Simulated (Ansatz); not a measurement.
A: Ge$_{2}$Sb$_{2}$Te$_{5}$ (Ge2Sb2Te5-Kooi type, space group P-3m1), a = 4.293 Å, b = 4.293 Å, c = 17.634 Å, α = 90.00°, β = 90.00°, γ = 120.00°
B: Os (hcp, Mg type), a = b = 2.755 Å, c = 4.344 Å, α = β = 90.00°, γ = 120.00°
C: Se (trigonal-Se type, space group P3_121), a = b = 4.535 Å, c = 5.041 Å, α = β = 90.00°, γ = 120.00°
D: Ti (hcp, Mg type), a = b = 2.9390 Å, c = 4.6501 Å, α = β = 90.00°, γ = 120.00°

Scan: energy against volume (even scaling of the relaxed cell, symmetry kept). One method and one kind of scan serve all of them; meshes and ranges differ. All were relaxed with their symmetry unable to fall. Os is run without spin polarisation. Spin-orbit coupling is left out. Ti is run without spin polarisation.

Q: Order them by bulk modulus at fixed cell shape (fitted) (lowest first) at the level PBE (plane waves to 420 eV, PAW, scalar-relativistic; Ansatz, a first-principles code).

A: C (13.8 GPa), A (25.4 GPa), D (112 GPa), B (398 GPa)

(A scan under strain: stresses follow from slopes of the energy per volume, elastic moduli from its curvatures.)
